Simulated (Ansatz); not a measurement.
## WC: reading a single point

```
W C
1.0
     2.93647    0.00000    0.00000
    -1.46824    2.54306    0.00000
     0.00000    0.00000    2.86462
W C
1 1
Cartesian
  0.0000 0.0000 0.0000
  1.4682 0.8477 1.4323
```

The numbers come from plane-wave PAW DFT (Ansatz): r2SCAN, no spin polarisation, 500 eV, 13×13×12 Γ-centred k points, fermi-dirac occupations (width 0.1 eV). Nothing was relaxed.

Stress: The pressure is -10.3 GPa (compression positive), so with the atoms held at these fractions the cell would first shrink. The principal stresses -12.3, -9.2, -9.2 GPa differ, so its shape would change too.
Formation energy: -0.17 eV an atom against the elements' usual phases (free molecules for gases, crystals otherwise, with no correction for O₂ or N₂), so it is bound against them; other compounds may still compete. Relaxing would lower it.
Electronic structure: It is a metal, with about 0.22 states/eV a cell as the mean within 0.25 eV of the Fermi level, mostly W d (74 %) and C p (21 %).
Charges: Bader charges in e: W +1.48, C -1.48. In the mean W gives up most and C takes most.
Forces: The forces vanish by the symmetry of the sites.

Origin: a database entry at a rescaled volume. Caveats: atoms or cell far from equilibrium.
